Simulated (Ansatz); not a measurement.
Ansatz (a program for electronic structure) input:

Ansatz 0.2 input:
```yaml
crystal:
  lattice:
    - [0.0, 2.4280827057, 2.4280827057]
    - [2.4280827057, 0.0, 2.4280827057]
    - [2.4280827057, 2.4280827057, 0.0]
  atoms:
    - { symbol: Y, position: [0.0, 0.0, 0.0] }
    - { symbol: N, position: [0.5, 0.5, 0.5] }
kpoints:
  mp_grid: { grid: [7, 7, 7] }
hamiltonian:
  xc: hse06
  pseudopotentials: { kind: paw }
scf:
  n_extra_bands: 6
  occupations: { method: fixed }
output:
  eigenvalues: true
  eigenstates:
    e_range: [-9.0, 8.1]
    kpoints:
      - [0.0, 0.0, 0.0]  # VBM
      - [0.0, 0.5, 0.5]  # CBM
      - [0.0, 0.0, 0.0]  # GAMMA
      - [0.5, 0.0, 0.5]  # X
      - [0.5, 0.5, 0.5]  # L
      - [0.5, 0.25, 0.75]  # W
      - [0.375, 0.375, 0.75]  # K
      - [0.625, 0.25, 0.625]  # U
```

Output (shortened):

```
Pseudopotential: Y, paw, valence charge 11
Pseudopotential: N, paw, valence charge 5
Functional definition: HSE06
davidson cushion auto → on  (no smearing: the cushion is to keep the highest requested band from converging to the state above it …
Crystal: 2 atoms, lattice volume = 28.630 Å³
Basis set: ecut = 420 eV, 537 PW (Γ)
Bands: 14, of which v1, the nominal top of the filled ones, is band 8 counted from 1 (7 counted from 0)
Symmetry: 48 space group operations
Space group: Fm-3m (ITA 225), of the structure as read, at distance tolerance 3.1e-5 Å
k-points: 20 of 343
SCF iter   1: F=—  HF=-4236.061171 eV  |F-HF|=—  |Δ(HF+E_count)|=         —  Δρ=1.34e-3  dr2=5.37e-4  ethr=1.77e-3  ⟨swp⟩=5.3  Hψ=1176  notcnv=0
preconditioner: auto → none
SCF iter   2: F=—  HF=-4236.061246 eV  |F-HF|=—  |Δ(HF+E_count)|=   7.55e-5  Δρ=1.07e-3  dr2=3.31e-4  ethr=3.36e-6  ⟨swp⟩=3.7  Hψ=940  notcnv=0
iter 3 solved again at ethr=1.46e-7 eV; its pass at ethr=2.07e-6 eV (dr2=2.34e-5 eV) is discarded
SCF iter   3: F=—  HF=-4236.061187 eV  |F-HF|=—  |Δ(HF+E_count)|=   5.97e-5  Δρ=3.13e-4  dr2=2.35e-5  ethr=1.46e-7  ⟨swp⟩=2.0  Hψ=1310  notcnv=0
SCF iter   4: F=-4236.061190 eV  HF=-4236.061189 eV  |F-HF|=1.50e-6  |Δ(HF+E_count)|=   2.44e-6  Δρ=8.76e-5  dr2=1.16e-6  ethr=1.46e-7  ⟨swp⟩=2.4  Hψ=654  notcnv=0
SCF 1 stopped early in 4 iterations: F = -4236.061190 eV  dr2 = 1.16e-6
Crystal: 2 atoms, lattice volume = 28.630 Å³
Exchange kernel: α = 0.2500, screened, ω = 0.2079 Å⁻¹, Wigner–Seitz truncation, v(0) = 1046.6405 eV·Å³, q-mesh 7×7×7, nearest image of the exchange supercell L …
Frozen-core exchange: fock
SCF iter   1: F=—  HF=-4238.557886 eV  |F-HF|=—  |Δ(HF+E_count)|=         —  Δρ=9.26e-3  dr2=4.18e-2  ethr=7.25e-8  ⟨swp⟩=6.8  Hψ=1592  notcnv=0
preconditioner: auto → none
SCF iter   2: F=—  HF=-4238.549817 eV  |F-HF|=—  |Δ(HF+E_count)|=   8.07e-3  Δρ=8.86e-3  dr2=2.05e-2  ethr=7.25e-8  ⟨swp⟩=6.0  Hψ=1466  notcnv=0
SCF iter   3: F=—  HF=-4238.545677 eV  |F-HF|=—  |Δ(HF+E_count)|=   4.14e-3  Δρ=2.43e-3  dr2=2.24e-3  ethr=7.25e-8  ⟨swp⟩=5.0  Hψ=1284  notcnv=0
SCF iter   4: F=—  HF=-4238.552192 eV  |F-HF|=—  |Δ(HF+E_count)|=   6.51e-3  Δρ=1.31e-3  dr2=6.90e-4  ethr=7.25e-8  ⟨swp⟩=4.5  Hψ=1180  notcnv=0
SCF iter   5: F=—  HF=-4238.552012 eV  |F-HF|=—  |Δ(HF+E_count)|=   1.80e-4  Δρ=2.63e-4  dr2=2.14e-5  ethr=7.25e-8  ⟨swp⟩=4.0  Hψ=955  notcnv=0
SCF iter   6: F=-4238.552077 eV  HF=-4238.552078 eV  |F-HF|=5.16e-7  |Δ(HF+E_count)|=   6.59e-5  Δρ=1.15e-4  dr2=2.16e-6  ethr=7.25e-8  ⟨swp⟩=3.1  Hψ=830  notcnv=0
SCF 2 stopped early in 6 iterations: F = -4238.552077 eV  dr2 = 2.16e-6
hybrid outer 1: dexx = +7.977e-3 eV, tail = 1.27e-5 eV
Crystal: 2 atoms, lattice volume = 28.630 Å³
Exchange kernel: α = 0.2500, screened, ω = 0.2079 Å⁻¹, Wigner–Seitz truncation, v(0) = 1046.6405 eV·Å³, q-mesh 7×7×7, nearest image of the exchange supercell L …
Frozen-core exchange: fock
SCF iter   1: F=—  HF=-4238.552109 eV  |F-HF|=—  |Δ(HF+E_count)|=         —  Δρ=9.43e-5  dr2=1.71e-6  ethr=3.97e-7  ⟨swp⟩=3.0  Hψ=667  notcnv=0
preconditioner: auto → none
iter 2 solved again at ethr=2.25e-10 eV; its pass at ethr=1.03e-8 eV (dr2=3.61e-8 eV) is discarded
SCF iter   2: F=-4238.552109 eV  HF=-4238.552109 eV  |F-HF|=1.85e-8  |Δ(HF+E_count)|=   4.15e-7  Δρ=2.56e-5  dr2=4.29e-8  ethr=2.25e-10  ⟨swp⟩=2.6  Hψ=1398  notcnv=0
SCF 3 converged in 2 iterations: F = -4238.552109 eV  dr2 = 4.29e-8
hybrid outer 2: dexx = +1.314e-7 eV, tail = 9.60e-8 eV, Δε = 2.66e-3 eV (about 2.80e-4 eV left of the loop's levels)
NSCF: frozen V_eff on 8 k-points
hybrid SCF converged: 2 outer / 8 inner (+4 warm-up), last move |dexx| = 1.31e-7 eV, tail = 9.60e-8 eV
Stability not checked (fock_operator)
Free energy (F): -4238.552109 eV
Frozen-core exchange: fock
Harris-Foulkes:  -4238.552109 eV  (|F-HF|=1.85e-8)
Internal energy: -4238.552109 eV  (E = F + TS)
E sigma→0 (E₀):  -4238.552109 eV
Fermi energy:    11.638135 eV
--- Per-component energies (eV) ---
  E_band       = -72.403781
  E_kinetic    = 438.202818
  E_local      = -592.067354  (includes V_loc(G=0)·N_el)
  E_nonlocal   = 93.663275
  E_hartree    = 182.755777
  E_xc         = -189.168504
  E_vxc        = -221.867780  (∫ρ·V_xc dr)
  E_exx        = -40.832174  (= α·E_x^exact, valence–valence)
  E_paw        = -2960.534030  (= ΣΔE_a)
  E_vpaw       = -74.181357  (= ΣTr[D̂ρ^β])
  E_aug_tail   = 0.000098  (compensation charges beyond the density's cutoff)
  E_ewald      = -1170.169274
  E_core_change = -0.402741  (= ΣΔE_core)
  E_smearing   =  0.000000  (= −TS)
  E_closure    =  0.000000  (closes the sum)
  Σ components = -4238.552109   (vs F -4238.552109, Δ=0.00e0)
  [band-id]    e_kinetic+e_local+e_nonlocal+2·e_hartree+e_vxc+2·e_exx+e_vpaw+e_augmentation_tail = -72.403093   (vs E_band -72.403781, Δ=6.88e-4)
--- Band table (eV; the first three rows and the last of 20) ---
  k-point 0: bands = ["-31.7864", "-10.0633", "-10.0633", "-10.0633", "-2.7808", "11.6381", "11.6381", "11.6381", "15.9881", "15.9881", "15.9881", "17.1382", "18.0471", "18.0471"]
  k-point 1: bands = ["-31.7599", "-10.3601", "-10.0796", "-10.0796", "-2.3752", "10.4430", "10.9625", "10.9625", "16.1141", "16.5176", "16.5176", "18.2719", "19.1144", "19.1144"]
  k-point 2: bands = ["-31.6999", "-10.9483", "-10.1159", "-10.1159", "-1.5093", "8.5305", "9.8707", "9.8707", "16.7497", "17.8564", "17.8564", "20.0860", "21.3413", "21.3413"]
  k-point 19: bands = ["-31.6021", "-10.8214", "-10.7961", "-10.4241", "-1.6694", "9.0367", "9.8682", "9.9283", "16.3048", "17.7769", "20.7581", "20.9394", "22.3176", "25.8967"]
```

Cost: roughly 80 core-seconds on shared cores.

The points marked VBM and CBM come from a semilocal run.

Symmetry was held in the PBEsol relaxation. The run is not spin-polarised. Spin–orbit coupling is left out wherever it is not named.

Potentials: the later of the program's two PAW sets.

Ansatz is a plane-wave DFT program.
